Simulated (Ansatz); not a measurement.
Ru (hcp, Mg type)

```
CELL_PARAMETERS angstrom
      2.72203     0.00000     0.00000
     -1.36102     2.35735     0.00000
      0.00000     0.00000     4.29074
ATOMIC_POSITIONS crystal
  Ru 0.33333 0.66667 0.75000
  Ru 0.66667 0.33333 0.25000
```

In each cell atom 1 (Ru, nearest neighbour Ru at 2.659 Å; its periodic images, 2.7 Å or more away, move with it) moves by s·(0.000, 0.000, 1.000) (along Cartesian z), the rest being held.

Level of theory: PBE (plane waves to 420 eV, PAW, scalar-relativistic; Ansatz, a quantum-chemistry and plane-wave program). k mesh 16×16×9 (Γ-centred), Fermi-Dirac smearing 0.05 eV. The energy includes the smearing's −TS. With partly filled bands, energies and forces of such displacements shift with the k mesh and the smearing. F∥ is the force on the atom along that direction. Ru is run without spin polarisation. Ru was relaxed with its symmetry unable to fall. The PAW data are Ansatz's earlier set. The zero of ΔE is the undisplaced structure.

### Question
Give the computed ΔE (meV/cell) and F∥ (eV/Å) at s (Å) = -0.530, -0.424, -0.212, -0.106, 0.106, 0.212, 0.424, 0.530.

### Answer
```
s (Å)   ΔE (meV/cell)  F∥ (eV/Å)
------  -------------  ---------
-0.530           2316     10.821
-0.424           1341      7.557
-0.212            282      2.874
-0.106             66      1.274
0.106              66     -1.274
0.212             282     -2.874
0.424            1341     -7.557
0.530            2316    -10.821
```

(A displaced cell: forces are minus the slopes of the energy, force constants its curvatures, and phonons follow from these.)
